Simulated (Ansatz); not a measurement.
Starting cell, ZnSe (zinc blende):

```yaml
crystal:
  lattice:
    - [0.00000, 5.66608, 5.66608]
    - [2.83304, 0.00000, 2.83304]
    - [2.83304, 2.83304, 0.00000]
  atoms:
    - { symbol: Se, position: [0.37500, 0.75000, 0.75000] }
    - { symbol: Se, position: [0.87500, 0.75000, 0.75000] }
    - { symbol: Zn, position: [0.00000, 0.00000, 0.00000] }
    - { symbol: Zn, position: [0.50000, 0.00000, 0.00000] }
```

A phonon eigenvector at L = (0.5, 0.0, 0.0) is frozen into this cell: atom i moves by Q times the vector below, so Q is the largest atomic displacement, in Å. The cell is held. It is one choice among 2 degenerate patterns. (q is in reciprocal vectors of the primitive cell; the cell shown is doubled to hold the pattern.)

| atom | x | y | z |
|---|---|---|---|
| Se1 | -0.248 | 0.453 | -0.701 |
| Se2 | 0.248 | -0.453 | 0.701 |
| Zn3 | 0.285 | -0.520 | 0.805 |
| Zn4 | -0.285 | 0.520 | -0.805 |

Method: r2SCAN (plane waves to 500 eV, PAW, scalar-relativistic; Ansatz, an electronic-structure program). k mesh 5×10×10 (Γ-centred), Fermi-Dirac smearing 0.05 eV. The energy includes the smearing's −TS. Compression counts positive. The PAW data are Ansatz's earlier set. ZnSe was relaxed with its symmetry unable to fall. ΔE is measured from the undisplaced structure.

Task: Give the computed ΔE (meV/cell) and P (GPa) at Q (Å) = -0.150, -0.120, -0.090, -0.060, 0.060, 0.090, 0.120, 0.180.

Result: 
```json
[
 {"Q (Å)": "-0.150", "ΔE (meV/cell)": "32.5", "P (GPa)": "-0.18"},
 {"Q (Å)": "-0.120", "ΔE (meV/cell)": "20.6", "P (GPa)": "-0.12"},
 {"Q (Å)": "-0.090", "ΔE (meV/cell)": "11.5", "P (GPa)": "-0.07"},
 {"Q (Å)": "-0.060", "ΔE (meV/cell)": "5.1", "P (GPa)": "-0.03"},
 {"Q (Å)": "0.060", "ΔE (meV/cell)": "5.1", "P (GPa)": "-0.03"},
 {"Q (Å)": "0.090", "ΔE (meV/cell)": "11.5", "P (GPa)": "-0.07"},
 {"Q (Å)": "0.120", "ΔE (meV/cell)": "20.6", "P (GPa)": "-0.12"},
 {"Q (Å)": "0.180", "ΔE (meV/cell)": "47.3", "P (GPa)": "-0.25"}
]
```

(A displaced cell: forces are minus the slopes of the energy, force constants its curvatures, and phonons follow from these.)
